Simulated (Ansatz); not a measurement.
Al2Au (fluorite type, space group Fm-3m)

```
CELL_PARAMETERS angstrom
      0.00000     3.02996     3.02996
      3.02996     0.00000     3.02996
      3.02996     3.02996     0.00000
ATOMIC_POSITIONS crystal
  Al 0.25000 0.25000 0.25000
  Al 0.75000 0.75000 0.75000
  Au 0.00000 0.00000 0.00000
```

The slice is a {110} plane (indices of the conventional cell) through the point (0.000, 0.000, 0.000) (fractional), spanned by u = [100] and v = [1 -1 -1] in vectors of this cell: u (4.29 Å) and v (6.06 Å, at 90° to u). It covers one period; positions are fractions (u, v).

The numbers are results of PBE (plane waves to 420 eV, PAW, scalar-relativistic; Ansatz, an electronic-structure program), not measurements. k mesh 13×13×13. Inside the PAW spheres the values are not all-electron values, and peaks at nuclei hang on which shells count as valence. Al2Au was relaxed with its symmetry unable to fall. Spin-orbit coupling is left out, though Au is heavy.

Three fields on this plane, each scaled to ten steps between its own extremes (0 low, 9 high; the total valence density on a logarithmic scale, the potential cut 8 eV below its top; x marks points blanked near nuclei; v = 0 in the bottom row):

Map A
```
|xxxxx98766666789xxxx|
|xxxxx98776667789xxxx|
|xxxx9887xxxxx7889xxx|
|xxx9887xxxxxxx7889xx|
|999887xxxxxxxxx78899|
|777777xxxxxxxxx77777|
|666666xxxxxxxxx66666|
|555556xxxxxxxxx65555|
|334455xxxxxxxxx55443|
|2233455xxxxxxx554332|
|12223455xxxxx5543222|
|01123445666665443211|
|00122345566655432210|
|00012345566655432100|
|00122345566655432210|
|01123445666665443211|
|12223455xxxxx5543222|
|2233455xxxxxxx554332|
|334455xxxxxxxxx55443|
|555556xxxxxxxxx65555|
|666666xxxxxxxxx66666|
|777777xxxxxxxxx77777|
|999887xxxxxxxxx78899|
|xxx9887xxxxxxx7889xx|
|xxxx9887xxxxx7889xxx|
|xxxxx98776667789xxxx|
|xxxxx98766666789xxxx|
|xxxxx98766666789xxxx|
```

Map B
```
|xxxxx03554445530xxxx|
|xxxxx03320002330xxxx|
|xxxx0120xxxxx0210xxx|
|xxx0120xxxxxxx0210xx|
|001331xxxxxxxxx13310|
|555540xxxxxxxxx04555|
|777640xxxxxxxxx04677|
|988750xxxxxxxxx05788|
|998752xxxxxxxxx25789|
|9998640xxxxxxx046899|
|99987630xxxxx0367899|
|99998764200024678999|
|99999876544456789999|
|99999887665667889999|
|99999876544456789999|
|99998764200024678999|
|99987630xxxxx0367899|
|9998640xxxxxxx046899|
|998752xxxxxxxxx25789|
|988750xxxxxxxxx05788|
|777640xxxxxxxxx04677|
|555540xxxxxxxxx04555|
|001331xxxxxxxxx13310|
|xxx0120xxxxxxx0210xx|
|xxxx0120xxxxx0210xxx|
|xxxxx03320002330xxxx|
|xxxxx03554445530xxxx|
|xxxxx03666566630xxxx|
```

Map C
```
|xxxxx45778887754xxxx|
|xxxxx56888888865xxxx|
|xxxx5689xxxxx9865xxx|
|xxx4579xxxxxxx9754xx|
|444579xxxxxxxxx97544|
|445679xxxxxxxxx97654|
|445678xxxxxxxxx87654|
|344566xxxxxxxxx66544|
|223345xxxxxxxxx54332|
|1112344xxxxxxx443211|
|00012345xxxxx5432100|
|00001245778775421000|
|00001235678765321000|
|00001235677765321000|
|00001235678765321000|
|00001245778775421000|
|00012345xxxxx5432100|
|1112344xxxxxxx443211|
|223345xxxxxxxxx54332|
|344566xxxxxxxxx66544|
|445678xxxxxxxxx87654|
|445679xxxxxxxxx97654|
|444579xxxxxxxxx97544|
|xxx4579xxxxxxx9754xx|
|xxxx5689xxxxx9865xxx|
|xxxxx56888888865xxxx|
|xxxxx45778887754xxxx|
|xxxxx45677777654xxxx|
```

Task: Assign the maps to these fields: electron localisation function (ELF); valence electron density; electrostatic potential energy of an electron, from the cell's mean.

Result: A is the valence electron density; B is the electrostatic potential energy of an electron, from the cell's mean; C is the electron localisation function (ELF).
